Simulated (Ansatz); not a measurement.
Given:

InMo3C:
```xyz
5
Lattice="4.1724 0.0000 0.0000 0.0000 4.1724 0.0000 0.0000 0.0000 4.1724" Properties=species:S:1:pos:R:3 pbc="T T T"
In     0.0000     0.0000     0.0000
Mo     0.0000     2.0862     2.0862
Mo     2.0862     0.0000     2.0862
Mo     2.0862     2.0862     0.0000
C      2.0862     2.0862     2.0862
```

This is the PBEsol-relaxed structure.

### Question
All from PBEsol (plane waves, PAW; program Ansatz), unless another level is named. Predict the density of states at the Fermi level.

### Answer
0.77 states/eV per atom (mean over ±0.08 eV).

### Question
And the formation energy from the elements (no fitted shifts)?

### Answer
0.13 eV/atom.

### Question
Give the gap with spin–orbit coupling.

### Answer
none (metallic).

Space group Pm-3m (anti-perovskite). The start of the workflow was typed in or built on a structure type; neither database checked (COD, Materials Project) lists it. Its standing as an ambient phase is unchecked. Symmetry was held in the PBEsol relaxation; whether a distortion lowers the energy is not shown. No spin polarisation was allowed. The references are the lowest solids computed at this level, not always the standard phases. Spin–orbit coupling is left out wherever it is not named.

Potentials: the later of the program's two PAW sets.
